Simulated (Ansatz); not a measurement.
The relaxed structure here is a generated cell of HgS: the first start was made by placing the elements on the sites of a structure type, and the end was not matched to a known phase here, so it may be hypothetical. Known forms of HgS include space group No. 154, 216.

The end point of a relaxation of HgS. Space group R3m (No. 160), AFLOW prototype AB_hR6_160_3a_3a (as in SiC). The numbers are results of PBEsol (plane waves to 420 eV, PAW, scalar-relativistic; Ansatz, a first-principles code), not measurements.

Space group R3m, hexagonal axes (No. 160); a = 4.1567 Å, b = 4.1567 Å, c = 30.5140 Å, α = 90.00°, β = 90.00°, γ = 120.00°

```
atom  site  symmetry       x       y       z
----  ----  --------  ------  ------  ------
S       3a        3m  0.0000  0.0000  0.0001
S       3a        3m  0.0000  0.0000  0.7779
S       3a        3m  0.0000  0.0000  0.2224
Hg      3a        3m  0.0000  0.0000  0.9166
Hg      3a        3m  0.0000  0.0000  0.6943
Hg      3a        3m  0.0000  0.0000  0.1388
```
(The calculation used a cell of 6 atoms; values per cell refer to that cell.)

```yaml
volume_per_atom: 25.37 Å³
band_gap: zero (the bands touch at this level, without spin-orbit coupling)
shortest_distances: Hg–S 2.54 Å
k-mesh: 9×9×9
```

Band energies at high-symmetry points (eV from the Fermi level; labels of this space group; no spin-orbit coupling), from −5 eV up to 5.0 eV:

```csv
point,energies
Γ,-4.00 -3.99 -0.82 -0.82 -0.81 -0.81 -0.61 -0.15 -0.08 -0.08 1.28 1.40
T,-2.11 -2.08 -1.04 -1.04 -0.34 -0.34 -0.33 -0.33 0.93 1.04 1.28
H2,-4.97 -4.90 -3.40 -2.84 -2.31 -2.14 -1.75 -1.58 3.02 3.15 3.39 4.64
H0,-4.97 -4.90 -3.40 -2.84 -2.31 -2.14 -1.75 -1.58 3.02 3.15 3.39 4.64
L,-4.90 -4.78 -2.62 -2.21 -2.07 -2.07 -1.34 -1.06 1.84 2.55 2.90 4.02 4.72
S0,-4.98 -4.88 -3.40 -2.85 -2.33 -2.07 -1.80 -1.59 3.03 3.20 3.35 4.64
S2,-4.98 -4.88 -3.40 -2.85 -2.33 -2.07 -1.80 -1.59 3.03 3.20 3.35 4.64
F,-4.64 -2.97 -2.40 -1.83 -1.41 -1.40 -1.40 1.89 2.41 2.91 4.14 4.98
```

No spin polarisation in the result. Spin-orbit coupling is missing; with elements this heavy it can move band edges by tenths of an eV or more.

The run could not lose the symmetry of its start; a randomly shaken copy of 12 atoms returns to this structure.
